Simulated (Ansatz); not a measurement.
# How the vibrations of ZrS change with volume

Theory: DFT LDA, scalar-relativistic, plane waves, PAW (Ansatz). Settings: 420 eV plane-wave cutoff, Γ-centred 14×14×14 mesh, Fermi-Dirac smearing of 0.15 eV. No spin polarisation. Phonons by linear response, acoustic sum rule imposed.

Equilibrium structure at this level:
```cif
data_structure
_symmetry_space_group_name_H-M 'Fm-3m'
_symmetry_Int_Tables_number 225
_cell_length_a 5.1365
_cell_length_b 5.1365
_cell_length_c 5.1365
_cell_angle_alpha 90.000
_cell_angle_beta 90.000
_cell_angle_gamma 90.000
_cell_volume 135.52
loop_
_atom_site_label
_atom_site_type_symbol
_atom_site_symmetry_multiplicity
_atom_site_Wyckoff_symbol
_atom_site_fract_x
_atom_site_fract_y
_atom_site_fract_z
_atom_site_occupancy
Zr1 Zr 4 a 0.00000 0.00000 0.00000 1
S1 S 4 b 0.50000 0.00000 0.00000 1
```

In a metal, frequencies depend on the k mesh and the smearing, soft modes most. A semilocal functional can close a gap that the real compound has.

Cells at 0.98 and 1.02 times the equilibrium volume were relaxed in shape and atoms; γ = −d ln ν / d ln V, modes matched by rank.

(1) Give the optical frequencies at Γ (cm⁻¹) at the three volumes and the mode Grüneisen parameters.

(2) What pressures hold the two strained cells, and what bulk modulus follows?

Answers

(1)
```csv
0.98 V,V,1.02 V,γ,degeneracy
286,271,256,2.73,3
```

(2) 3.27 GPa at 0.98 V and -2.93 GPa at 1.02 V, so B = −dP/d ln V ≈ 155 GPa.